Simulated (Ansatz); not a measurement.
Where the states of TaGa$_{3}$ lie

```xyz
4
Lattice="-1.8952 1.8952 4.3319 1.8952 -1.8952 4.3319 1.8952 1.8952 -4.3319" Properties=species:S:1:pos:R:3 pbc="T T T"
Ta    0.0000    0.0000    0.0000
Ga    0.0000    0.0000    4.3319
Ga    0.0000    1.8952    2.1659
Ga    1.8952    0.0000    2.1659
```

Structure from Materials Project entry mp-11416 (possibly hypothetical), not relaxed further.

No spin–orbit coupling, which matters for the heavy atoms here.

These are results of DFT, PBEsol, all-electron LAPW, scalar-relativistic in Ansatz 0.2.0, not measurements.

Sampling and basis: a Γ-centred 14×14×14 k mesh, Fermi–Dirac smearing of 0.03 eV, basis error target 1 meV/atom, no spin polarisation.

States per eV and cell, averaged over 0.4 eV, from -5.8 to 4.0 eV, with energies (bin centres) from the Fermi level; empty bins are left out. The partial columns, the largest 5 alone, are projections on Löwdin-orthogonalised atomic shells (those that the program's projection atoms carry: the occupied ones and, for some elements, an empty d or f shell; other empty shells have no column), summed over atoms of an element. Weights on diffuse s and p shells depend on that basis and aren't pure angular character.

```json
{"E (eV)": "-5.7", "total": "1.06", "Ta 5d": "0.24", "Ga 4p": "0.38", "Ga 4s": "0.38", "Ta 6s": "0.03", "Ga 3d": "0.01"}
{"E (eV)": "-5.3", "total": "0.95", "Ta 5d": "0.22", "Ga 4p": "0.37", "Ga 4s": "0.31", "Ta 6s": "0.03", "Ga 3d": "0.01"}
{"E (eV)": "-4.9", "total": "0.93", "Ta 5d": "0.20", "Ga 4p": "0.41", "Ga 4s": "0.27", "Ta 6s": "0.03", "Ga 3d": "0.01"}
{"E (eV)": "-4.5", "total": "1.52", "Ta 5d": "0.33", "Ga 4p": "0.82", "Ga 4s": "0.28", "Ta 6s": "0.06", "Ga 3d": "0.01"}
{"E (eV)": "-4.1", "total": "1.42", "Ta 5d": "0.40", "Ga 4p": "0.72", "Ga 4s": "0.23", "Ta 6s": "0.04", "Ga 3d": "0.01"}
{"E (eV)": "-3.7", "total": "1.43", "Ta 5d": "0.40", "Ga 4p": "0.77", "Ga 4s": "0.19", "Ta 6s": "0.03", "Ga 3d": "0.01"}
{"E (eV)": "-3.3", "total": "1.57", "Ta 5d": "0.49", "Ga 4p": "0.84", "Ga 4s": "0.18", "Ta 6s": "0.02", "Ga 3d": "0.01"}
{"E (eV)": "-2.9", "total": "2.79", "Ta 5d": "1.03", "Ga 4p": "1.49", "Ga 4s": "0.19", "Ta 6s": "0.03", "Ga 3d": "0.02"}
{"E (eV)": "-2.5", "total": "2.93", "Ta 5d": "1.29", "Ga 4p": "1.41", "Ga 4s": "0.16", "Ta 6s": "0.02", "Ga 3d": "0.02"}
{"E (eV)": "-2.1", "total": "2.43", "Ta 5d": "1.14", "Ga 4p": "1.10", "Ga 4s": "0.12", "Ta 6s": "0.01", "Ga 3d": "0.02"}
{"E (eV)": "-1.7", "total": "2.39", "Ta 5d": "1.35", "Ga 4p": "0.88", "Ga 4s": "0.09", "Ta 6s": "0.02", "Ga 3d": "0.02"}
{"E (eV)": "-1.3", "total": "1.34", "Ta 5d": "0.82", "Ga 4p": "0.44", "Ga 4s": "0.05", "Ta 6s": "0.01", "Ga 3d": "0.01"}
{"E (eV)": "-0.9", "total": "1.01", "Ta 5d": "0.67", "Ga 4p": "0.29", "Ga 4s": "0.03", "Ta 6s": "0.00", "Ga 3d": "0.01"}
{"E (eV)": "-0.5", "total": "0.78", "Ta 5d": "0.58", "Ga 4p": "0.17", "Ga 4s": "0.02", "Ta 6s": "0.00", "Ga 3d": "0.01"}
{"E (eV)": "-0.1", "total": "0.69", "Ta 5d": "0.52", "Ga 4p": "0.12", "Ga 4s": "0.03", "Ta 6s": "0.01", "Ga 3d": "0.01"}
{"E (eV)": "0.3", "total": "1.51", "Ta 5d": "0.67", "Ga 4p": "0.43", "Ga 4s": "0.29", "Ta 6s": "0.07", "Ga 3d": "0.01"}
{"E (eV)": "0.7", "total": "2.51", "Ta 5d": "1.09", "Ga 4p": "0.73", "Ga 4s": "0.47", "Ta 6s": "0.13", "Ga 3d": "0.01"}
{"E (eV)": "1.1", "total": "2.29", "Ta 5d": "1.26", "Ga 4p": "0.60", "Ga 4s": "0.26", "Ta 6s": "0.10", "Ga 3d": "0.01"}
{"E (eV)": "1.5", "total": "3.43", "Ta 5d": "1.89", "Ga 4p": "0.85", "Ga 4s": "0.42", "Ta 6s": "0.16", "Ga 3d": "0.01"}
{"E (eV)": "1.9", "total": "2.90", "Ta 5d": "1.20", "Ga 4p": "0.91", "Ga 4s": "0.56", "Ta 6s": "0.11", "Ga 3d": "0.01"}
{"E (eV)": "2.3", "total": "2.08", "Ta 5d": "0.78", "Ga 4p": "0.59", "Ga 4s": "0.51", "Ta 6s": "0.09", "Ga 3d": "0.01"}
{"E (eV)": "2.7", "total": "1.88", "Ta 5d": "0.68", "Ga 4p": "0.55", "Ga 4s": "0.46", "Ta 6s": "0.08", "Ga 3d": "0.01"}
{"E (eV)": "3.1", "total": "2.48", "Ta 5d": "0.90", "Ga 4p": "0.80", "Ga 4s": "0.55", "Ta 6s": "0.10", "Ga 3d": "0.01"}
{"E (eV)": "3.5", "total": "1.95", "Ta 5d": "0.66", "Ga 4p": "0.61", "Ga 4s": "0.46", "Ta 6s": "0.09", "Ga 3d": "0.00"}
{"E (eV)": "3.9", "total": "1.77", "Ta 5d": "0.51", "Ga 4p": "0.63", "Ga 4s": "0.33", "Ta 6s": "0.13", "Ga 3d": "0.00"}
```

Which of the resolved shells contributes most within 0.3 eV of the Fermi level?

Ta 5d, with 64 % of all states there; Ga 4p follows with 21 %.

Where is the centre of the filled Ta 5d states between -14 eV and the top of the filled states?

-2.96 eV from the Fermi level.
